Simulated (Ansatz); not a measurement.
Task: Mg (hcp (Mg type), space group No. 194) is relaxed with LDA (plane waves, PAW; program Ansatz). What lattice parameters of the conventional cell result?

Result: a = 3.147 Å, c = 5.038 Å.

Space group P6_3/mmc (hcp (Mg type)). The LDA relaxation kept the symmetry of its start; of distortions, only those at the zone centre were tested. Axis ratios of metals converge slowly with the k-mesh, so a and c are less sure than the volume.

Potentials: the earlier of the program's two PAW sets.
